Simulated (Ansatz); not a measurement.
Here is the system:

CdS:
```
CdS
1.0
    0.00000     2.96331     2.96331
    2.96331     0.00000     2.96331
    2.96331     2.96331     0.00000
S Cd
1 1
Direct
  0.75000   0.75000   0.75000
  0.00000   0.00000   0.00000
```

This is the PBE-relaxed structure.

Problem. All from PBE in the plane-wave PAW code Ansatz, unless another level is named. Estimate the hole effective mass, band 3 of 3 at the edge.

Solution. 0.13 along [100], 0.11 along [110], 0.11 along [111] (mₑ).

Problem. Give the valence-band maximum.

Solution. at Γ.

Problem. And the weight of the conduction-edge state by species (Voronoi cells)?

Solution. Cd 64 %, S 36 %.

Problem. What about the weight of the valence-edge state by species (Voronoi cells)?

Solution. S 83 %, Cd 17 %.

Space group F-43m (zinc blende). Symmetry was held in the PBE relaxation. Scalar-relativistic: spin–orbit coupling is off unless named, which matters more the heavier the elements.

Potentials: the later of the program's two PAW sets.

Edges and masses are those of Kohn–Sham bands, whose gap is no quasiparticle gap.
